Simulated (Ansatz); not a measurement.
KSnSb:
```cif
data_K2Sb2Sn2
_chemical_formula_sum 'K2 Sn2 Sb2'
_space_group_name_H-M_alt 'P63mc'
_space_group_IT_number 186
_space_group_name_Hall 'P 6c -2c'
_cell_length_a 4.36849
_cell_length_b 4.36849
_cell_length_c 12.98243
_cell_angle_alpha 90.000
_cell_angle_beta 90.000
_cell_angle_gamma 120.000
loop_
_atom_site_label
_atom_site_type_symbol
_atom_site_symmetry_multiplicity
_atom_site_Wyckoff_symbol
_atom_site_fract_x
_atom_site_fract_y
_atom_site_fract_z
_atom_site_occupancy
K1 K 2 b 0.66667 0.33333 0.49902 1
Sn1 Sn 2 a 0.00000 0.00000 0.29764 1
Sb1 Sb 2 b 0.66667 0.33333 0.18783 1
```

Relaxed with PBEsol.

Q: Tabulate the valence density and the electron localisation function along the shortest Sn–Sb contact (2.90 Å), the program Ansatz at the PBEsol level (PAW).

A: 

```
distance from Sn (Å)  density (e/Å³)   ELF
--------------------  --------------  ----
0.29                           11.09  0.01
0.43                            6.86  0.03
0.58                            3.66  0.12
0.72                            1.79  0.22
0.87                            0.90  0.28
1.01                            0.53  0.30
1.16                            0.39  0.37
1.30                            0.34  0.53
1.45                            0.33  0.65
1.59                            0.36  0.65
1.74                            0.44  0.53
1.88                            0.57  0.40
2.03                            0.86  0.33
2.17                            1.61  0.24
2.32                            3.56  0.11
2.46                            7.71  0.02
2.61                           14.05  0.00
```

The density is the valence pseudo-density with augmentation charge, so density and ELF within about 1 Å of a nucleus are not all-electron values.

Space group P6_3mc. The first step of the workflow began from a Materials Project structure, measured or hypothetical; the Crystallography Open Database files this formula in space group No. 186, but the cells were not matched. Its standing as an ambient phase is unchecked. The PBEsol relaxation kept the symmetry of its start; its stability against distortions is not shown here. Spin–orbit coupling is left out wherever it is not named.

Potentials: the later of the program's two PAW sets.
